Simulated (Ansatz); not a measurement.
Starting cell, TiAl$_{3}$ (D022 type, space group I4/mmm):

```xyz
4
Lattice="-1.9121 1.9121 4.2803 1.9121 -1.9121 4.2803 1.9121 1.9121 -4.2803" Properties=species:S:1:pos:R:3 pbc="T T T"
Al     0.0000     0.0000     4.2803
Al     0.0000     1.9121     2.1401
Al     1.9121     0.0000     2.1401
Ti     0.0000     0.0000     0.0000
```

Scan: atom 1 (Al, nearest neighbour Ti at 2.704 Å; its periodic images, 3.8 Å or more away, move with it) is displaced along Cartesian [111], direction (0.577, 0.577, 0.577) in Cartesian axes, by s. The other atoms stay.

The numbers are results of r2SCAN (plane waves to 500 eV, PAW, scalar-relativistic; Ansatz, an electronic-structure program), not measurements. k mesh 14×14×14 (Γ-centred), Fermi-Dirac smearing 0.05 eV. Energies are smeared free energies. Compression counts positive. With partly filled bands, energies and forces of such displacements shift with the k mesh and the smearing. F⊥ is the part of the force across the line. TiAl3 is run without spin polarisation. TiAl3 was relaxed with its symmetry unable to fall. ΔE is measured from the undisplaced structure.

```
s (Å)   P (GPa)  |F⊥| (eV/Å)  ΔE (meV/cell)
------  -------  -----------  -------------
-0.540      7.0        1.438           1236
-0.432        …        1.098              …
-0.324      2.5        0.790            412
-0.216      1.1        0.511            178
-0.108      0.3        0.251             44
0.000       0.0        0.000              0
0.108       0.3        0.251             44
0.216       1.1        0.511            178
0.324       2.5        0.790            412
0.432         …        1.098              …
0.540       7.0        1.438           1236
```

Problem. Some entries are withheld; supply them.

Solution. 
- -0.432, P (GPa): 4.4
- -0.432, ΔE (meV/cell): 758
- 0.432, P (GPa): 4.4
- 0.432, ΔE (meV/cell): 758

(A displaced cell: forces are minus the slopes of the energy, force constants its curvatures, and phonons follow from these.)
